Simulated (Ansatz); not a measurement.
Here is the system:

TaAl$_{3}$:
```cif
data_Al3Ta
_chemical_formula_sum 'Ta1 Al3'
_space_group_name_H-M_alt 'P 1'
_space_group_IT_number 1
_cell_length_a 5.04019
_cell_length_b 5.04019
_cell_length_c 5.04019
_cell_angle_alpha 135.351
_cell_angle_beta 135.351
_cell_angle_gamma 64.985
loop_
_space_group_symop_operation_xyz
  'x, y, z'
loop_
_atom_site_label
_atom_site_type_symbol
_atom_site_fract_x
_atom_site_fract_y
_atom_site_fract_z
_atom_site_occupancy
Ta1 Ta 0.00000 0.00000 0.00000 1
Al1 Al 0.50000 0.50000 0.00000 1
Al2 Al 0.75000 0.25000 0.50000 1
Al3 Al 0.25000 0.75000 0.50000 1
```

This is the PBEsol-relaxed structure.

Problem. All from PBEsol (plane waves, PAW; program Ansatz), unless another level is named. Estimate the density of states at the Fermi level.

Solution. 0.17 states/eV per atom (mean over ±0.08 eV).

Problem. Give the formation energy from the elements (no fitted shifts).

Solution. -0.32 eV/atom.

Space group I4/mmm. The first step of the workflow began from a Materials Project structure, measured or hypothetical; the Crystallography Open Database files this formula in space group No. 139, but the cells were not matched. Its standing as an ambient phase is unchecked. Symmetry was held in the PBEsol relaxation; its stability against distortions is not shown here. No spin polarisation was allowed. The references are the lowest solids computed at this level, not always the standard phases. Spin–orbit coupling is left out wherever it is not named.

Potentials: the later of the program's two PAW sets.
